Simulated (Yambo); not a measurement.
Yambo run on a free-standing SnS2 monolayer (symmetry P-3m1, slab cell 15.9 Å high). The wavefunctions are norm-conserving PBE (stringent potentials; Quantum ESPRESSO, 102 Ry, no spin-orbit coupling) ones on a 6×6×1 mesh (17 occupied bands); a = 3.6469 Å, b = 3.6469 Å, c = 15.9000 Å, α = 90.00°, β = 90.00°, γ = 120.00°.

Yambo input:

```
rim_cut
HF_and_locXC
RandQpts= 1000000
RandGvec= 2 Ry
CUTGeo= "slab z"
EXXRLvcs= 102 Ry
VXCRLvcs= 408 Ry
% QPkrange
 1 | 1 | 17 | 18 |
 2 | 2 | 17 | 18 |
 4 | 4 | 17 | 18 |
 7 | 7 | 17 | 18 |
%
```

k points by index: 1 = Γ, 2 = (0, 0.167), 4 = M, 7 = K.

Resulting energies as the program prints them:

```
#    K-point    Band    Eo [eV]    Ehf [eV]    Vxc [eV]    Vnlxc [eV]
#
    1    17    -0.092146    -2.588223    -13.69232    -16.18840
    1    18    2.532003    6.205224    -12.77866    -9.105441
    2    17    0.000000    -2.517623    -13.61631    -16.13393
    2    18    3.042410    6.985161    -13.56275    -9.619998
    4    17    -0.261676    -2.942219    -13.44598    -16.12653
    4    18    1.616953    5.098337    -12.45904    -8.977654
    7    17    -0.656060    -3.742630    -12.81373    -15.90030
    7    18    2.741631    6.669076    -13.13353    -9.206081
```
Exchange alone, without screening.

Geometry relaxed with PBEsol.
